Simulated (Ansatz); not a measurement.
TaAg:
```cif
data_AgTa
_chemical_formula_sum 'Ag1 Ta1'
_space_group_name_H-M_alt 'P4/mmm'
_space_group_IT_number 123
_space_group_name_Hall '-P 4 2'
_cell_length_a 2.82463
_cell_length_b 2.82463
_cell_length_c 4.33074
_cell_angle_alpha 90.000
_cell_angle_beta 90.000
_cell_angle_gamma 90.000
loop_
_atom_site_label
_atom_site_type_symbol
_atom_site_symmetry_multiplicity
_atom_site_Wyckoff_symbol
_atom_site_fract_x
_atom_site_fract_y
_atom_site_fract_z
_atom_site_occupancy
Ag1 Ag 1 a 0.00000 0.00000 0.00000 1
Ta1 Ta 1 d 0.50000 0.50000 0.50000 1
```

This is the r²SCAN-relaxed structure.

Problem. All from plane-wave PAW r²SCAN (Ansatz code), unless another level is named. Estimate the density of states at the Fermi level.

Solution. 0.83 states/eV per atom (mean over ±0.08 eV).

Problem. Next, the formation energy from the elements (no fitted shifts)?

Solution. 0.41 eV/atom.

The start of the workflow was typed in or built on a structure type; neither database checked (COD, Materials Project) lists it. Its standing as an ambient phase is unchecked. The cell was relaxed with r²SCAN under the symmetry of its start; its stability against distortions is not shown here. The run is not spin-polarised. Its formation energy is positive at this level, so the cell may be metastable or incomplete. The references are the lowest solids computed at this level, not always the standard phases. Scalar-relativistic: spin–orbit coupling is off unless named, which matters more the heavier the elements.

Potentials: the later of the program's two PAW sets.
